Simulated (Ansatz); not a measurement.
SrO (rock salt, Fm-3m) at seven volumes, PBEsol (plane waves, PAW; program Ansatz), scaled uniformly. One row is withheld.

```csv
V (Å³/atom),P (GPa)
15.289,10.95
15.793,6.67
16.297,3.05
16.802,-0.01
17.306,-2.60
17.810,-4.80
18.314,?
```

### Question
Fit the shown pressures and predict the withheld one.

### Answer
P = (3/2)B₀(x^(7/2) − x^(5/2))[1 + (3/4)(B′ − 4)(x − 1)] with x = (V₀/V)^(2/3). Least squares on the six rows gives V₀ = 16.800 Å³/atom, B₀ = 93.8 GPa, B′ = 4.53. At V = 18.314, x = 0.9441 and P = -6.66 GPa. The run itself gave -6.66 GPa.

The PBEsol relaxation kept the symmetry of its start.

Potentials: the later of the program's two PAW sets.
